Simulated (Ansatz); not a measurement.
AlBN$_{2}$ (chalcopyrite, I-42d), PBEsol in the plane-wave PAW code Ansatz. The conduction-band minimum lies at Γ, with 1 equivalent valley. Second derivatives d²E/dk² of the lowest band at one valley (eV·Å²), along Cartesian directions:

```
direction  d²E/dk²
---------  -------
[100]        21.73
[010]        21.73
[001]        17.96
[110]        21.72
[101]        19.84
[011]        19.84
```

Question: Find the principal effective masses, the density-of-states mass and the conductivity mass.

Answer: Off-diagonal terms follow from H_xy = H[110] − (H_xx + H_yy)/2, and m*/mₑ = 7.620 eV·Å² over each eigenvalue: 0.35, 0.35, 0.42. One valley's DOS mass (m₁m₂m₃)^(1/3) = 0.37, conductivity mass 3/(Σ 1/mᵢ) = 0.37 mₑ.

Question: What effective density of states Nc follows at 300 K for parabolic valleys?

Answer: Nc = 2.509e19 × 1 × (0.37)^(3/2) ≈ 5.6e18 cm⁻³.

Question: With the computed static dielectric constant 9.41 (mean of the diagonal), estimate a hydrogenic donor's binding energy and radius.

Answer: E = 13.606 eV × 0.37/9.41² ≈ 57 meV; a = 0.529 Å × ε/m* ≈ 13 Å. Semilocal masses tend to be too small when the gap is underestimated.

The start of the workflow was typed in or built on a structure type; neither database checked (COD, Materials Project) lists it. Whether it is the stable phase at ambient conditions was not checked. Symmetry was held in the PBEsol relaxation; whether a distortion lowers the energy is not shown.

Potentials: the earlier of the program's two PAW sets. The files were generated under PBE; for other functionals the program regenerates the frozen cores, and for LDA and PBEsol the local potential too.
